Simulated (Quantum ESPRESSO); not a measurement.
# Kohn-Sham bands of ZnHgTe₂ (R3m)

```xyz
4
Lattice="-2.2750 3.9405 0.0000 -4.5501 0.0000 0.0000 -2.2750 1.3135 7.4136" Properties=species:S:1:pos:R:3 pbc="T T T"
Zn     2.2750    -1.3135     3.6973
Hg     0.0000     0.0000     0.0211
Te     0.0000     0.0000     2.8913
Te    -2.2750     1.3135    -1.0490
```

Structure: Materials Project mp-1215476, symmetrised, not relaxed again. Not found in the COD (Crystallography Open Database) copy used; not checked further. Computed values, not measurements, from PBEsol: Quantum ESPRESSO (norm-conserving PseudoDojo potentials, cutoff 68 Ry, no spin polarisation, no spin-orbit coupling) on a Γ-centred 6×6×6 mesh, then Wannier90. Density: 8×8×8 mesh, cold smearing 0.01 Ry. Spin-orbit coupling is left out although heavy elements are present.

### Question
List the Kohn-Sham levels between −8 and 3.0 eV relative to the Fermi level at the high-symmetry points, as a band run of pw.x on that density gives them (levels within 2 meV counted together).

### Answer
```json
[
 {"point": "Γ", "k (reciprocal lattice)": "0.000 0.000 0.000", "levels (eV)": "-6.94, -6.92 (×2), -6.84 (×2), -6.73 (×2), -6.43 (×2), -6.40, -5.08, -1.06 (×2), -0.21, -0.19, 0.02 (×2), 1.16"},
 {"point": "T", "k (reciprocal lattice)": "0.000 0.000 -0.500", "levels (eV)": "-6.90 (×2), -6.89, -6.84 (×2), -6.76, -6.75 (×2), -6.43 (×2), -3.55, -2.85, -0.89 (×2), -0.25 (×2), 1.08, 1.43"},
 {"point": "H_2", "k (reciprocal lattice)": "-0.312 -0.625 -0.812", "levels (eV)": "-6.87, -6.86, -6.83, -6.77, -6.75, -6.68, -6.49, -6.44, -6.41, -6.09, -5.05, -4.64, -2.82, -2.49, -1.64, -1.50, 2.16, 2.98"},
 {"point": "H_0", "k (reciprocal lattice)": "-0.312 -0.688 -0.500", "levels (eV)": "-6.87, -6.86, -6.83, -6.77, -6.75, -6.68, -6.49, -6.44, -6.41, -6.09, -5.05, -4.64, -2.82, -2.49, -1.64, -1.50, 2.16, 2.98"},
 {"point": "L", "k (reciprocal lattice)": "-0.500 -0.500 -0.500", "levels (eV)": "-6.89, -6.85, -6.83, -6.76, -6.75, -6.69, -6.63, -6.41, -6.38, -6.26, -4.83, -4.49, -2.38, -2.28, -1.77, -1.30, 2.22, 2.48"},
 {"point": "S_0", "k (reciprocal lattice)": "-0.344 -0.688 -0.344", "levels (eV)": "-6.87, -6.85, -6.83, -6.77, -6.75, -6.68, -6.48, -6.44, -6.41, -6.08, -5.05, -4.63, -2.90, -2.46, -1.70, -1.50, 2.19"},
 {"point": "S_2", "k (reciprocal lattice)": "-0.312 -0.656 -0.656", "levels (eV)": "-6.87, -6.85, -6.83, -6.77, -6.75, -6.68, -6.48, -6.44, -6.41, -6.08, -5.05, -4.63, -2.90, -2.46, -1.70, -1.50, 2.19"},
 {"point": "F", "k (reciprocal lattice)": "0.000 -0.500 -0.500", "levels (eV)": "-6.89, -6.87, -6.84, -6.76, -6.75, -6.66, -6.58, -6.43, -6.38, -6.18, -5.10, -4.84, -2.12, -2.04, -0.93, -0.82, 0.90, 2.03, 2.46"}
]
```
